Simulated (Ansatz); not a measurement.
This cell of BeSe (zinc blende) is off equilibrium:

```
BeSe
1.0
    0.00000     2.64298     2.64298
    2.64298     0.00000     2.64298
    2.64298     2.64298     0.00000
Se Be
1 1
Direct
  0.75000   0.75000   0.75000
  0.00000   0.00000   0.00000
```

The numbers are results of PBE (plane waves to 420 eV, PAW, scalar-relativistic; Ansatz, a program for electronic structure), not measurements. k mesh 11×11×11 (Γ-centred), Fermi-Dirac smearing 0.05 eV. Energies are smeared free energies. Stress and pressure are positive under compression. BeSe was relaxed with its symmetry unable to fall.

### Question
What is the stress tensor (GPa)?

### Answer
```
   -4.1      0.0      0.0
    0.0     -4.1      0.0
    0.0      0.0     -4.1
```
The pressure, a third of the trace, is -4.1 GPa.

### Question
It is the relaxed cell scaled evenly to V/V₀ = 1.064, atoms relaxed where free. What is its energy relative to the relaxed cell?

### Answer
15.1 meV/atom.

(Under strain, the slope of the energy per volume gives the stress and its curvature an elastic modulus.)
